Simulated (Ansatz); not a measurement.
SiRh (CsCl type, space group No. 221) under volume change, PBEsol in the plane-wave PAW code Ansatz, scaled uniformly.

| V (Å³/atom) | E − E(relaxed) (meV/atom) | P (GPa) |
|---|---|---|
| 11.636 | 94.0 | 28.46 |
| 12.019 | 39.4 | 17.42 |
| 12.403 | [?] | [?] |
| 12.786 | 0.0 | 0.00 |
| 13.170 | 8.2 | -6.63 |
| 13.554 | [?] | [?] |
| 13.937 | 64.8 | -16.45 |

### Question
What belongs in the gaps?

### Answer

- 13.554, E − E(relaxed) (meV/atom): 30.7
- 13.554, P (GPa): -11.95
- 12.403, E − E(relaxed) (meV/atom): 9.3
- 12.403, P (GPa): 7.99

### Question
What does a third-order Birch–Murnaghan fit give for V₀, B₀ and B′?

### Answer
V₀ = 12.79 Å³/atom, B₀ = 238 GPa, B′ = 5.0.

Space group Pm-3m (CsCl type). The workflow started from a Materials Project entry (that database holds measured and hypothetical structures alike); the Crystallography Open Database copy checked does not list it. COD files the formula under space group No. 14, so this cell is another polymorph or a model. Its standing as an ambient phase is unchecked. The cell was relaxed with PBEsol under the symmetry of its start. At this level the phase is mechanically unstable. No spin polarisation was allowed. Spin–orbit coupling is left out wherever it is not named.

Potentials: the later of the program's two PAW sets.
